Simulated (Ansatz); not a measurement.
Given:

WS$_{2}$:
```
WS2
1.0
    3.17171     0.00000     0.00000
   -1.58585     2.74678     0.00000
    0.00000     0.00000    12.55165
W S
2 4
Cartesian
  0.00000   1.83118   3.13791
  1.58585   0.91559   9.41374
  0.00000   1.83118   7.85316
  1.58585   0.91559   1.57734
  1.58585   0.91559   4.69849
  0.00000   1.83118  10.97431
```

This is the r²SCAN+D4-relaxed structure.

Problem. All from r²SCAN+D4 (plane waves, PAW; program Ansatz), unless another level is named. Give the HSE06 gap on the r²SCAN+D4 cell.

Solution. 1.60 eV.

Problem. Next, the formation energy from the elements (no fitted shifts)?

Solution. -89 kJ/mol-atom.

Problem. Next, the hole effective mass?

Solution. 0.64, 0.64, 0.74 mₑ (principal values).

Space group P6_3/mmc. The r²SCAN+D4 relaxation kept the symmetry of its start. No spin polarisation was allowed. The references are the lowest solids computed at this level, not always the standard phases. Spin–orbit coupling is left out wherever it is not named.

Potentials: the later of the program's two PAW sets.
